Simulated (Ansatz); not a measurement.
KBr (rock salt, Fm-3m), plane-wave PAW PBE (Ansatz code). The conduction-band minimum lies at Γ, with 1 equivalent valley. Second derivatives d²E/dk² of the lowest band at one valley (eV·Å²), along Cartesian directions:

```csv
direction,d²E/dk²
[100],19.61
[010],19.61
[001],19.61
[110],19.61
[101],19.61
[011],19.61
```

**Question.** Find the principal effective masses, the density-of-states mass and the conductivity mass.

**Answer.** Off-diagonal terms follow from H_xy = H[110] − (H_xx + H_yy)/2, and m*/mₑ = 7.620 eV·Å² over each eigenvalue: 0.39, 0.39, 0.39. One valley's DOS mass (m₁m₂m₃)^(1/3) = 0.39, conductivity mass 3/(Σ 1/mᵢ) = 0.39 mₑ.

**Question.** What effective density of states Nc follows at 300 K for parabolic valleys?

**Answer.** Nc = 2.509e19 × 1 × (0.39)^(3/2) ≈ 6.1e18 cm⁻³.

**Question.** With the computed static dielectric constant 5.69 (mean of the diagonal), estimate a hydrogenic donor's binding energy and radius.

**Answer.** E = 13.606 eV × 0.39/5.69² ≈ 160 meV; a = 0.529 Å × ε/m* ≈ 7.7 Å. Semilocal masses tend to be too small where the gap is.

**Question.** With ε∞ = 2.50 and ω_LO = 151 cm⁻¹, what Fröhlich coupling constant follows?

**Answer.** α = (1/ε∞ − 1/ε0) √(m* × 13.606 eV/ħω_LO) = 3.8.

The PBE relaxation kept the symmetry of its start; phonons on a q-mesh show no instability. Scalar-relativistic: spin–orbit coupling is off unless named, which matters more the heavier the elements.

Potentials: the later of the program's two PAW sets.
